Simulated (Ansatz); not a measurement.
Al(CH3)2 in its lowest state found on the top face of a (111) slab of Rh (Fm-3m (No. 225)), 4 planes, outer planes Rh (top) and Rh (bottom); 1 a cell of 24.93 Å², its atoms last:

```
CELL_PARAMETERS angstrom
5.36480 0.00000 0.00000
-2.68240 4.64605 0.00000
0.00000 0.00000 27.62143
ATOMIC_POSITIONS crystal
Rh 0.33333 0.16667 0.30773
Rh 0.33333 0.66667 0.30773
Rh 0.83333 0.16667 0.30773
Rh 0.83333 0.66667 0.30773
Rh 0.66667 0.33333 0.38702
Rh 0.66667 0.83333 0.38702
Rh 0.16667 0.33333 0.38702
Rh 0.16667 0.83333 0.38702
Rh 0.99775 0.49857 0.46602
Rh 0.99775 0.99920 0.46602
Rh 0.50414 0.50207 0.46402
Rh 0.50042 0.00022 0.46615
Rh 0.33323 0.65839 0.54351
Rh 0.33322 0.17490 0.54351
Rh 0.83330 0.66668 0.54387
Rh 0.83944 0.16974 0.55361
Al 0.43640 0.96828 0.61400
C 0.91325 0.20668 0.63056
H 0.85200 0.34376 0.65115
H 0.85237 0.00837 0.65112
H 0.14927 0.32493 0.62933
C 0.30250 0.90144 0.68167
H 0.06679 0.78318 0.68397
H 0.38223 0.77598 0.70102
H 0.38143 0.10677 0.70094
```

Theory: Ansatz 0.2.0, DFT PBE+D3(BJ), scalar-relativistic, plane waves, PAW. Plane waves to 420 eV, a k mesh through Γ of 6×6×1 on the computed 25-atom cell and Gaussian smearing (0.10 eV); no spin polarisation. A dipole correction removes the field between periodic images along c.

The clean top face has a work function of 5.14 eV. Adsorption changes the slab's dipole along +c by Δp = +0.1406 e·Å a cell (+0.68 D an adsorbate).

Task: What change of work function does the Helmholtz equation give?

Result: A sheet of dipoles makes a step in an electron's potential energy of −e·Δp/(ε0·A), and e/ε0 = 180.95 eV·Å for Δp in e·Å: −180.95 × (0.1406)/24.93 = -1.02 eV. This is the change of φ(top) − φ(bottom). If the bottom face is unmoved, φ(top) becomes 4.12 eV.

Task: How does that compare with the calculation?

Result: φ(top) changes by -1.03 eV and φ(bottom) by -0.01 eV, so their difference changes by -1.02 eV. The bottom face hardly moves.

Task: What does the sign say about the electrons?

Result: The change of dipole points out of the surface, so the work function falls. The molecule's own dipole can set this sign. Δp also holds the adsorbate's own dipole and the moves of the surface atoms, so it isn't a charge transfer alone.